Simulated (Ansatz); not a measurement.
TiO$_{2}$:
```xyz
6
Lattice="-1.8992 1.8992 4.8516 1.8992 -1.8992 4.8516 1.8992 1.8992 -4.8516" Properties=species:S:1:pos:R:3 pbc="T T T"
Ti     0.0000     0.0000     0.0000
Ti     0.0000     1.8992     2.4258
O      0.0000     1.8992     4.4286
O      0.0000     0.0000     2.0028
O      0.0000     0.0000     7.7004
O      0.0000     1.8992     0.4230
```

Relaxed with PBE. Special points in fractions of this cell's reciprocal vectors: Γ (0.000, 0.000, 0.000); X (0.000, 0.000, 0.500); P (0.250, 0.250, 0.250); N (0.000, 0.500, 0.000); M (0.500, 0.500, -0.500); S (0.288, 0.712, -0.288); S0 (-0.288, 0.288, 0.288); R (-0.077, 0.077, 0.500); G (0.500, 0.500, -0.077).

Problem. List the band energies nearest the valence-band maximum at these points for PBE (plane waves, PAW; program Ansatz).

Solution. In eV from the valence-band maximum; about four levels below and three above (degenerate sets whole), none deeper than 8.9 eV; points with the same levels are listed once.

```csv
k,below,above
Γ,-0.79 -0.79 -0.78 -0.42 -0.42,2.13 2.79 3.99 3.99 3.99 3.99
X,-1.98 -1.98 -0.05 -0.05,3.23 3.23 3.70 3.70
P,-1.55 -1.55 -0.25 -0.25,3.46 3.46 3.49 3.49
N,-1.88 -0.88 -0.85 -0.64,3.20 3.48 3.53
M,-1.23 -1.23 -0.10 -0.10,2.45 2.45 3.71 3.71
S,-1.17 -0.90 -0.83 -0.82,3.20 3.43 3.48
R,-1.82 -1.82 -0.09 -0.09,3.21 3.21 3.65 3.65
```

Space group I4_1/amd (anatase). The PBE relaxation kept the symmetry of its start. No spin polarisation was allowed.

Potentials: the earlier of the program's two PAW sets.
